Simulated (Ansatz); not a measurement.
Here is the system:

SnS:
Space group F-43m (No. 216); a = b = c = 6.419 Å, α = β = γ = 90.00°

| atom | site | symmetry | x | y | z |
|---|---|---|---|---|---|
| Sn | 4a | -43m | 0.0000 | 0.0000 | 0.0000 |
| S | 4d | -43m | 0.7500 | 0.7500 | 0.7500 |
(The calculation used a cell of 2 atoms; values per cell refer to that cell.)

This is the PBEsol-relaxed structure.

**Question.** All from PBEsol in the plane-wave PAW code Ansatz, unless another level is named. Estimate the bulk modulus (Birch–Murnaghan fit).

**Answer.** 36.5 GPa.

**Question.** Give the elastic constants (relaxed ions, GPa).

**Answer.** C11 = 33.1, C12 = 37.6, C44 = -15.8.

The first step of the workflow began from a Materials Project structure, measured or hypothetical; the Crystallography Open Database copy checked does not list it. It is not the phase usual at ambient conditions (space group No. 62). The cell was relaxed with PBEsol under the symmetry of its start. At this level the phase is mechanically unstable. As this level gives no gap, shear constants depend on the k-mesh and smearing (Fermi–Dirac, 0.1 eV here). Scalar-relativistic: spin–orbit coupling is off unless named, which matters more the heavier the elements.

Potentials: the later of the program's two PAW sets.
